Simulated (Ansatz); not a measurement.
PmI₂ (space group I4/mmm, from a cell of NdI2)

Computed with Ansatz (plane waves, PAW, 600 eV cutoff): PBE, scalar-relativistic, collinear spin, Γ-centred 12×12×12 mesh, 0.05 eV Gaussian smearing. The datasets are Ansatz's generated set soft_2.

```yaml
crystal:
  lattice:
    - [-1.99707, 1.99707, 7.82010]
    - [1.99707, -1.99707, 7.82010]
    - [1.99707, 1.99707, -7.82010]
  atoms:
    - { symbol: I, position: [0.62062, 0.62062, 0.00000] }
    - { symbol: I, position: [0.37938, 0.37938, 0.00000] }
    - { symbol: Pm, position: [0.00000, 0.00000, 0.00000] }
```

This is a trial structure made by placing the elements on a prototype's sites, so it needn't be the stable form.

Magnetic state: ferromagnetic, site spin moments Pm 4.81 μB.

Path: Γ–X–P–N–Γ–M–S | S0–Γ | X–R | G–M, with Γ = (0.000, 0.000, 0.000), X = (0.000, 0.000, 0.500), P = (0.250, 0.250, 0.250), N = (0.000, 0.500, 0.000), M = (0.500, 0.500, -0.500), S = (0.266, 0.734, -0.266), S0 = (-0.266, 0.266, 0.266), R = (-0.033, 0.033, 0.500), G = (0.500, 0.500, -0.033) in reciprocal vectors of the calculation's cell.

Question: Is it a metal or an insulator, and if it has a gap, where are the band edges on this path?

Answer: A metal: bands cross the Fermi level.

Bands as a text map, energy in eV from the Fermi level (dashes), each leg drawn with the same width, + spin up, o spin down, # both:
```
  5.57 |+o##+o+         ####ooo+ #o#+++   ooo+o###oo+o#+oo++         + +  +oo
  5.14 |o#++ + ######++#+o+o+o#   #ooooooo  +o+  +####  ##oo######### ####o+ 
  4.71 |+o    o+++++###+#+++#++#o#+#++++++++o+    oo#ooo+++++++++++++#+   +o+
  4.29 |o#oooo+#######o#+   #ooo+  #oooooooo#o   ooo#+#+ ooo#########oooooooo
  3.86 |#oo#oo+oo##++++#oooo ++ooooo########oooooo++ # ooo##ooooooooo##o#oo##
  3.43 |+##########oooo#oooo#####o#++++++++###oo#####o#oo#++#####+++++#######
  3.00 |##oo##o#############o########################################o#######
  2.57 |oo##########ooo##o###oo###oooooooo####oo#ooooo###ooo############  +##
  2.14 |oo#o##oooooooooo#########o#ooooo##oooo#########oo#oooooooooooooo##ooo
  1.71 |## o#o          oo       + #####oooooo+        ++ ##          o#ooooo
  1.29 |++#+++oooooooooo++oo      ++++++++++++           +++oooooooooo+++#+++
  0.86 |   +  ++++++++++  + oooooo            ooooooooooo   ++++++++++    o  
  0.43 |oo++++++++++++++++++++++++oooooooooooo+++++++++++ooo++++++++++++++ oo
  0.00 |+++++++++++++++++++++++++++++++++++++++++++++++++++++++++++++++++++++
 -0.43 |+++++++++++++++++++++++++++++++++++++++++++++++++++++++++++++++++++++
 -0.86 |+++++++++++++++++++++++++++++++++++++++++++++++++++++++++++++++++++++
 -1.29 |                                                                     
 -1.71 |                                                                     
 -2.14 |                     ##                  #####                       
 -2.57 |#####################  ##################     #################   ###
 -3.00 |###                #####+ o#######  ##########+  ###           ####+ 
 -3.43 |  ##              #      ##       ####          #               #####
 -3.86 |   ##           o#  oo  ##            ## oooo  ##              ##+   
 -4.29 |   +################++###              +####+###    #############    
 -4.71 |  o###################+ #o       oooo###  ++# ##    ##########+  ##oo
 -5.14 |##+               ##ooo# +#######++++   #ooooo+ ####               ++
 -5.57 |                    +++                  +++++                       
 -6.00 |                                                                     
        Γ      X      P      N      Γ      M      SS       ΓX      RG       M
```

Without a U or exact exchange the f states pile up at the Fermi level, so the metal found here may be the functional's error. These numbers lack spin–orbit coupling. The run wasn't fully tested for a lower electronic state. Site moments are of spin, integrated over atomic spheres. The structure is built of weakly bound layers, and this functional has no dispersion term, so their spacing and all that hangs on it (volume, the soft elastic constants, low modes, dielectric constants) are poorly given. Only parallel moments were tried, so the real magnetic order may be another.

The state of the open shells isn't shown to be the lowest, and forces and pressures are less sure for it.
